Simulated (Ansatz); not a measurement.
**Y2InCu2: computed property card**

Y2InCu2:
Space group P4/mbm (No. 127); a = b = 7.531 Å, c = 3.718 Å, α = β = γ = 90.00°

| atom | site | symmetry | x | y | z |
|---|---|---|---|---|---|
| Y | 4h | m.2m | 0.1738 | 0.3262 | 0.5000 |
| In | 2a | 4/m.. | 0.0000 | 0.0000 | 0.0000 |
| Cu | 4g | m.2m | 0.3817 | 0.1183 | 0.0000 |

Space group P4/mbm (No. 127); conventional cell a = 7.531 Å, b = 7.531 Å, c = 3.718 Å, α = 90.00°, β = 90.00°, γ = 90.00°.

Method: r²SCAN in the plane-wave PAW code Ansatz. Geometry: relaxed at this level of theory. Other levels are named where they apply.

Cell and energy:

```json
{
 "volume_per_atom": "21.09 Å³",
 "density": "6.61 g/cm³",
 "Formation energy from the elements (no fitted shifts)": "-0.45 eV/atom"
}
```

Electronic structure:

```json
{
 "electronic_character": "metallic (no gap)",
 "Density of states at the Fermi level": "0.81 states/eV per atom (mean over ±0.08 eV)"
}
```

The workflow started from a Materials Project entry (that database holds measured and hypothetical structures alike); the Crystallography Open Database copy checked does not list it. Whether it is the stable phase at ambient conditions was not checked. The cell was relaxed with r²SCAN under the symmetry of its start; its stability against distortions is not shown here. No spin polarisation was allowed. Axis ratios of metals converge slowly with the k-mesh, so a and c are less sure than the volume. The references are the lowest solids computed at this level, not always the standard phases. Spin–orbit coupling is left out wherever it is not named.

Potentials: the later of the program's two PAW sets.
